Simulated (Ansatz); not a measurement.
Input:

WC:
```cif
data_CW
_chemical_formula_sum 'W1 C1'
_space_group_name_H-M_alt 'P 1'
_space_group_IT_number 1
_cell_length_a 3.07258
_cell_length_b 3.07258
_cell_length_c 3.07258
_cell_angle_alpha 60.000
_cell_angle_beta 60.000
_cell_angle_gamma 60.000
loop_
_space_group_symop_operation_xyz
  'x, y, z'
loop_
_atom_site_label
_atom_site_type_symbol
_atom_site_fract_x
_atom_site_fract_y
_atom_site_fract_z
_atom_site_occupancy
W1 W 0.00000 0.00000 0.00000 1
C1 C 0.50000 0.50000 0.50000 1
```

This is the PBEsol-relaxed structure.

All from the program Ansatz at the PBEsol level (PAW), unless another level is named. Estimate the electronic character.

metallic (no gap).

Predict the formation energy from the elements (no fitted shifts).

0.21 eV/atom.

And the density of states at the Fermi level?

0.54 states/eV per atom (mean over ±0.08 eV).

Next, the gap with spin–orbit coupling?

none (metallic).

Space group Fm-3m (rock salt). The first step of the workflow began from a Materials Project structure, measured or hypothetical; the Crystallography Open Database copy checked does not list it. It is not the phase usual at ambient conditions (space group No. 187). The cell was relaxed with PBEsol under the symmetry of its start; of distortions, only those at the zone centre were tested. The run is not spin-polarised. Its formation energy is positive at this level, so the cell may be metastable or incomplete. The references are the lowest solids computed at this level, not always the standard phases. Scalar-relativistic: spin–orbit coupling is off unless named, which matters more the heavier the elements.

Potentials: the later of the program's two PAW sets.
